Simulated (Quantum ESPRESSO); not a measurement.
## Calculated data, Ge6BP (made-up cell)

Calculation on a made-up crystal cell, not a measurement: periodic Kohn-Sham density functional theory in plane waves with PseudoDojo standard norm-conserving scalar-relativistic pseudopotentials, each functional with its own files (v0.5 for PBE, v0.4.1 for LDA and PBEsol), no spin polarisation, no spin-orbit coupling, atoms not relaxed, stress positive in tension, energies less a fixed whole-eV offset for each atom's element; levels are Kohn-Sham levels at fractions of this cell's reciprocal vectors, counted from the reference band (half the neutral cell's valence electrons, rounded up) at Gamma; error bars cover cutoff and k-mesh only, not smearing or the files; added strain carries the atoms with the cell, and shear is the tensor component; each bar is the largest change over components, and at least 0.002 eV, 0.002 eV per angstrom or 0.02 GPa; energies are for the whole cell, and the offsets were chosen from early runs and are not element reference energies. Program: Quantum ESPRESSO 7.5.

Common to all runs: lattice type zincblende/diamond; functional pbe; cutoff 1061 eV; fermi dirac smearing 0.1 eV; scf tolerance 1e-07 eV; electrons removed 0; k mesh 6 x 6 x 6, shifted by half a step.

(1) Ge6BP (made-up cell)

```cif
# cell vector a (Å): 5.9737 -0.0239 0.0206
# cell vector b (Å): -0.0239 5.9527 -0.0335
# cell vector c (Å): 0.0206 -0.0335 5.9483
data_Ge6BP
_symmetry_space_group_name_H-M 'P 1'
_symmetry_Int_Tables_number 1
_cell_length_a 5.9738
_cell_length_b 5.9528
_cell_length_c 5.9484
_cell_angle_alpha 90.646
_cell_angle_beta 89.603
_cell_angle_gamma 90.460
_cell_volume 211.51
loop_
_atom_site_label
_atom_site_type_symbol
_atom_site_fract_x
_atom_site_fract_y
_atom_site_fract_z
_atom_site_occupancy
P1 P 0.00260 0.00347 0.98772 1
Ge1 Ge 0.00478 0.49677 0.49647 1
B1 B 0.48554 0.00998 0.50731 1
Ge2 Ge 0.49014 0.49748 0.00152 1
Ge3 Ge 0.25043 0.25357 0.25127 1
Ge4 Ge 0.23988 0.74182 0.74588 1
Ge5 Ge 0.76552 0.23992 0.74935 1
Ge6 Ge 0.74862 0.73687 0.23225 1
```

- free energy less offsets: 0.0816 eV
- smearing term minus ts: -0.05048 eV
- scf iterations: 11
- pressure: -8.254 GPa
- stress xx: 8.275 GPa
- stress yy: 8.383 GPa
- stress zz: 8.105 GPa
- stress yz: -0.9813 GPa
- stress xz: 0.4574 GPa
- stress xy: -0.317 GPa
- fermi level: -0.01015 eV
- reference band: 46
- error bar energy: 0.002717 eV
- error bar stress: 0.03486 GPa
- error bar force: 0.003946 eV/Å
- error bar next band up: 0.002 eV
- error bar fermi level: 0.005526 eV
- error bars from: tighter rerun of a related cell

Atoms:
```tsv
atoms element	atom site	atom energy offset (eV)
P	1	-189
Ge	2	-2430
B	3	-79
Ge	4	-2430
Ge	5	-2430
Ge	6	-2430
Ge	7	-2430
Ge	8	-2430
```

Forces:
```tsv
site	x (eV/Å)	y (eV/Å)	z (eV/Å)
1	-0.05375	-0.3955	0.4104
2	-0.6047	0.04549	-0.2415
3	0.152	-0.2602	-0.07829
4	0.2667	-0.2138	-0.6366
5	0.9173	-1.411	0.8545
6	1.349	1.433	-0.6862
7	-1.559	-0.5808	-0.8786
8	-0.4667	1.383	1.256
```

Levels:
```tsv
level k point	next band up (eV)
Gamma	0.3695
(1/2,1/2,1/2)	-0.2224
(0.15,0,0)	0.3255
(0,0.15,0)	0.3931
(0,0,0.15)	0.3369
```

(2) Ge6BP (made-up cell)

```cif
# cell vector a (Å): 5.9737 -0.0239 0.0206
# cell vector b (Å): -0.0239 5.9527 -0.0335
# cell vector c (Å): 0.0206 -0.0335 5.9483
data_Ge6BP
_symmetry_space_group_name_H-M 'P 1'
_symmetry_Int_Tables_number 1
_cell_length_a 5.9738
_cell_length_b 5.9528
_cell_length_c 5.9484
_cell_angle_alpha 90.646
_cell_angle_beta 89.603
_cell_angle_gamma 90.460
_cell_volume 211.51
loop_
_atom_site_label
_atom_site_type_symbol
_atom_site_fract_x
_atom_site_fract_y
_atom_site_fract_z
_atom_site_occupancy
P1 P 0.00260 0.00347 0.98772 1
Ge1 Ge 0.00478 0.49677 0.49647 1
B1 B 0.48554 0.00998 0.50731 1
Ge2 Ge 0.49014 0.49748 0.00152 1
Ge3 Ge 0.25043 0.25357 0.25127 1
Ge4 Ge 0.23988 0.74182 0.74588 1
Ge5 Ge 0.76554 0.24406 0.74937 1
Ge6 Ge 0.74862 0.73687 0.23225 1
```

* free energy less offsets: 0.09779 eV
* smearing term minus ts: -0.05088 eV
* scf iterations: 11
* pressure: -8.238 GPa
* stress xx: 8.248 GPa
* stress yy: 8.386 GPa
* stress zz: 8.079 GPa
* stress yz: -0.9852 GPa
* stress xz: 0.4845 GPa
* stress xy: -0.3514 GPa
* fermi level: -0.002238 eV
* reference band: 46
* error bar energy: 0.002717 eV
* error bar stress: 0.03486 GPa
* error bar force: 0.003946 eV/Å
* error bar next band up: 0.002 eV
* error bar fermi level: 0.005526 eV
* error bars from: tighter rerun of a related cell

Atoms:
```tsv
atoms element	atom site	atom energy offset (eV)
P	1	-189
Ge	2	-2430
B	3	-79
Ge	4	-2430
Ge	5	-2430
Ge	6	-2430
Ge	7	-2430
Ge	8	-2430
```

Forces:
```tsv
site	x (eV/Å)	y (eV/Å)	z (eV/Å)
1	-0.07984	-0.3514	0.3838
2	-0.5688	0.0929	-0.2755
3	0.1452	-0.2386	-0.0853
4	0.2475	-0.1817	-0.6173
5	0.9174	-1.44	0.8548
6	1.351	1.453	-0.6884
7	-1.544	-0.7357	-0.8304
8	-0.4674	1.402	1.258
```

Levels:
```tsv
level k point	next band up (eV)
Gamma	0.3696
(1/2,1/2,1/2)	-0.2058
(0.15,0,0)	0.3261
(0,0.15,0)	0.3922
(0,0,0.15)	0.3359
```

(3) Ge6BP (made-up cell)

```cif
# cell vector a (Å): 5.9737 -0.0239 0.0206
# cell vector b (Å): -0.0239 5.9527 -0.0335
# cell vector c (Å): 0.0206 -0.0335 5.9483
data_Ge6BP
_symmetry_space_group_name_H-M 'P 1'
_symmetry_Int_Tables_number 1
_cell_length_a 5.9738
_cell_length_b 5.9528
_cell_length_c 5.9484
_cell_angle_alpha 90.646
_cell_angle_beta 89.603
_cell_angle_gamma 90.460
_cell_volume 211.51
loop_
_atom_site_label
_atom_site_type_symbol
_atom_site_fract_x
_atom_site_fract_y
_atom_site_fract_z
_atom_site_occupancy
P1 P 0.00260 0.00347 0.98772 1
Ge1 Ge 0.00478 0.49677 0.49647 1
B1 B 0.48554 0.00998 0.50731 1
Ge2 Ge 0.49014 0.49748 0.00152 1
Ge3 Ge 0.25043 0.25357 0.25127 1
Ge4 Ge 0.23988 0.74182 0.74588 1
Ge5 Ge 0.76557 0.25256 0.74942 1
Ge6 Ge 0.74862 0.73687 0.23225 1
```

* free energy less offsets: 0.143 eV
* smearing term minus ts: -0.05195 eV
* scf iterations: 11
* pressure: -8.183 GPa
* stress xx: 8.165 GPa
* stress yy: 8.383 GPa
* stress zz: 8.001 GPa
* stress yz: -0.988 GPa
* stress xz: 0.5417 GPa
* stress xy: -0.4209 GPa
* fermi level: 0.0128 eV
* reference band: 46
* error bar energy: 0.002717 eV
* error bar stress: 0.03486 GPa
* error bar force: 0.003946 eV/Å
* error bar next band up: 0.002 eV
* error bar fermi level: 0.005526 eV
* error bars from: tighter rerun of a related cell

Atoms:
```tsv
atoms element	atom site	atom energy offset (eV)
P	1	-189
Ge	2	-2430
B	3	-79
Ge	4	-2430
Ge	5	-2430
Ge	6	-2430
Ge	7	-2430
Ge	8	-2430
```

Forces:
```tsv
site	x (eV/Å)	y (eV/Å)	z (eV/Å)
1	-0.1283	-0.2668	0.3341
2	-0.4894	0.1942	-0.3521
3	0.1286	-0.1982	-0.1014
4	0.2037	-0.1124	-0.5747
5	0.9171	-1.5	0.8553
6	1.354	1.493	-0.6914
7	-1.518	-1.051	-0.7316
8	-0.4671	1.441	1.262
```

Levels:
```tsv
level k point	next band up (eV)
Gamma	0.3697
(1/2,1/2,1/2)	-0.1724
(0.15,0,0)	0.3242
(0,0.15,0)	0.3858
(0,0,0.15)	0.331
```

(4) Ge6BP (made-up cell)

```cif
# cell vector a (Å): 5.9737 -0.0239 0.0206
# cell vector b (Å): -0.0239 5.9527 -0.0335
# cell vector c (Å): 0.0206 -0.0335 5.9483
data_Ge6BP
_symmetry_space_group_name_H-M 'P 1'
_symmetry_Int_Tables_number 1
_cell_length_a 5.9738
_cell_length_b 5.9528
_cell_length_c 5.9484
_cell_angle_alpha 90.646
_cell_angle_beta 89.603
_cell_angle_gamma 90.460
_cell_volume 211.51
loop_
_atom_site_label
_atom_site_type_symbol
_atom_site_fract_x
_atom_site_fract_y
_atom_site_fract_z
_atom_site_occupancy
P1 P 0.00260 0.00347 0.98772 1
Ge1 Ge 0.00478 0.49677 0.49647 1
B1 B 0.48554 0.00998 0.50731 1
Ge2 Ge 0.49014 0.49748 0.00152 1
Ge3 Ge 0.25043 0.25357 0.25127 1
Ge4 Ge 0.23988 0.74182 0.74588 1
Ge5 Ge 0.76558 0.25503 0.74944 1
Ge6 Ge 0.74862 0.73687 0.23225 1
```

* free energy less offsets: 0.1591 eV
* smearing term minus ts: -0.05232 eV
* scf iterations: 11
* pressure: -8.161 GPa
* stress xx: 8.134 GPa
* stress yy: 8.379 GPa
* stress zz: 7.972 GPa
* stress yz: -0.9874 GPa
* stress xz: 0.5589 GPa
* stress xy: -0.4407 GPa
* fermi level: 0.0164 eV
* reference band: 46
* error bar energy: 0.002717 eV
* error bar stress: 0.03486 GPa
* error bar force: 0.003946 eV/Å
* error bar next band up: 0.002 eV
* error bar fermi level: 0.005526 eV
* error bars from: tighter rerun of this cell

Atoms:
```tsv
atoms element	atom site	atom energy offset (eV)
P	1	-189
Ge	2	-2430
B	3	-79
Ge	4	-2430
Ge	5	-2430
Ge	6	-2430
Ge	7	-2430
Ge	8	-2430
```

Forces:
```tsv
site	x (eV/Å)	y (eV/Å)	z (eV/Å)
1	-0.1412	-0.2438	0.3209
2	-0.4649	0.2245	-0.3761
3	0.1233	-0.1875	-0.1065
4	0.1899	-0.09155	-0.5616
5	0.9169	-1.517	0.8555
6	1.354	1.505	-0.6918
7	-1.512	-1.142	-0.7029
8	-0.4666	1.452	1.263
```

Levels:
```tsv
level k point	next band up (eV)
Gamma	0.3692
(1/2,1/2,1/2)	-0.1634
(0.15,0,0)	0.3225
(0,0.15,0)	0.3823
(0,0,0.15)	0.3285
```

(5) Ge6BP (made-up cell)

```cif
# cell vector a (Å): 5.9737 -0.0239 0.0206
# cell vector b (Å): -0.0239 5.9527 -0.0335
# cell vector c (Å): 0.0206 -0.0335 5.9483
data_Ge6BP
_symmetry_space_group_name_H-M 'P 1'
_symmetry_Int_Tables_number 1
_cell_length_a 5.9738
_cell_length_b 5.9528
_cell_length_c 5.9484
_cell_angle_alpha 90.646
_cell_angle_beta 89.603
_cell_angle_gamma 90.460
_cell_volume 211.51
loop_
_atom_site_label
_atom_site_type_symbol
_atom_site_fract_x
_atom_site_fract_y
_atom_site_fract_z
_atom_site_occupancy
P1 P 0.00260 0.00347 0.98772 1
Ge1 Ge 0.00478 0.49677 0.49647 1
B1 B 0.48554 0.00998 0.50731 1
Ge2 Ge 0.49014 0.49748 0.00152 1
Ge3 Ge 0.25043 0.25357 0.25127 1
Ge4 Ge 0.23988 0.74182 0.74588 1
Ge5 Ge 0.76565 0.27156 0.74953 1
Ge6 Ge 0.74862 0.73687 0.23225 1
```

- stress xy: —
- stress xx: —
- stress yz: —
- stress xz: —

Atoms:
```tsv
atoms element	atom site	atom energy offset (eV)
P	1	-189
Ge	2	-2430
B	3	-79
Ge	4	-2430
Ge	5	-2430
Ge	6	-2430
Ge	7	-2430
Ge	8	-2430
```

(6) Ge6BP (made-up cell)

```cif
# cell vector a (Å): 5.9737 -0.0239 0.0206
# cell vector b (Å): -0.0239 5.9527 -0.0335
# cell vector c (Å): 0.0206 -0.0335 5.9483
data_Ge6BP
_symmetry_space_group_name_H-M 'P 1'
_symmetry_Int_Tables_number 1
_cell_length_a 5.9738
_cell_length_b 5.9528
_cell_length_c 5.9484
_cell_angle_alpha 90.646
_cell_angle_beta 89.603
_cell_angle_gamma 90.460
_cell_volume 211.51
loop_
_atom_site_label
_atom_site_type_symbol
_atom_site_fract_x
_atom_site_fract_y
_atom_site_fract_z
_atom_site_occupancy
P1 P 0.00260 0.00347 0.98772 1
Ge1 Ge 0.00478 0.49677 0.49647 1
B1 B 0.48554 0.00998 0.50731 1
Ge2 Ge 0.49014 0.49748 0.00152 1
Ge3 Ge 0.25043 0.25357 0.25127 1
Ge4 Ge 0.23988 0.74182 0.74588 1
Ge5 Ge 0.76567 0.27628 0.74956 1
Ge6 Ge 0.74862 0.73687 0.23225 1
```

- stress yz: —
- stress xz: —

Atoms:
```tsv
atoms element	atom site	atom energy offset (eV)
P	1	-189
Ge	2	-2430
B	3	-79
Ge	4	-2430
Ge	5	-2430
Ge	6	-2430
Ge	7	-2430
Ge	8	-2430
```

**Q.** What stress xy does the calculation give for Ge6BP (made-up cell) (entry 5)?
**A.** -0.5679 GPa

**Q.** Estimate the stress xx of Ge6BP (made-up cell) (entry 5).
**A.** 7.847 GPa

**Q.** Estimate the stress yz of Ge6BP (made-up cell) (entry 5).
**A.** -0.9675 GPa

**Q.** Estimate the stress xz of Ge6BP (made-up cell) (entry 5).
**A.** 0.6854 GPa

**Q.** Give the table of forces values for Ge6BP (made-up cell) (entry 5).
**A.** 
Forces:
```tsv
site	x (eV/Å)	y (eV/Å)	z (eV/Å)
1	-0.2133	-0.1099	0.2455
2	-0.2843	0.4354	-0.5565
3	0.08086	-0.1294	-0.1458
4	0.08483	0.0546	-0.4662
5	0.914	-1.628	0.8558
6	1.355	1.581	-0.6894
7	-1.479	-1.728	-0.5082
8	-0.4586	1.524	1.265
```

**Q.** Ge6BP (made-up cell) (entry 6): stress yz?
**A.** -0.9566 GPa

**Q.** Give the missing stress xz for Ge6BP (made-up cell) (entry 6).
**A.** 0.7264 GPa

**Q.** Give the table of levels values for Ge6BP (made-up cell) (entry 6).
**A.** 
Levels:
```tsv
level k point	next band up (eV)
Gamma	0.3212
(1/2,1/2,1/2)	-0.1366
(0.15,0,0)	0.2533
(0,0.15,0)	0.2895
(0,0,0.15)	0.2521
```

Further results for Ge6BP (made-up cell) (entry 5):

* free energy less offsets: 0.3007 eV
* smearing term minus ts: -0.05542 eV
* scf iterations: 11
* pressure: -7.96 GPa
* stress yy: 8.327 GPa
* stress zz: 7.706 GPa
* fermi level: 0.01022 eV
* reference band: 46
* error bar energy: 0.002717 eV
* error bar stress: 0.03486 GPa
* error bar force: 0.003946 eV/Å
* error bar next band up: 0.002 eV
* error bar fermi level: 0.005526 eV
* error bars from: tighter rerun of a related cell

Levels:
```tsv
level k point	next band up (eV)
Gamma	0.339
(1/2,1/2,1/2)	-0.1337
(0.15,0,0)	0.2772
(0,0.15,0)	0.3199
(0,0,0.15)	0.2776
```

Further results for Ge6BP (made-up cell) (entry 6):

- free energy less offsets: 0.3515 eV
- smearing term minus ts: -0.05652 eV
- scf iterations: 11
- pressure: -7.884 GPa
- stress xx: 7.741 GPa
- stress yy: 8.303 GPa
- stress zz: 7.609 GPa
- stress xy: -0.6022 GPa
- fermi level: -0.001665 eV
- reference band: 46
- error bar energy: 0.002717 eV
- error bar stress: 0.03486 GPa
- error bar force: 0.003946 eV/Å
- error bar next band up: 0.002 eV
- error bar fermi level: 0.005526 eV
- error bars from: tighter rerun of a related cell

Forces:
```tsv
site	x (eV/Å)	y (eV/Å)	z (eV/Å)
1	-0.2298	-0.07814	0.2279
2	-0.2274	0.4975	-0.6147
3	0.06688	-0.1173	-0.1586
4	0.05084	0.098	-0.4364
5	0.9125	-1.658	0.8554
6	1.354	1.602	-0.6867
7	-1.472	-1.888	-0.451
8	-0.4546	1.544	1.264
```
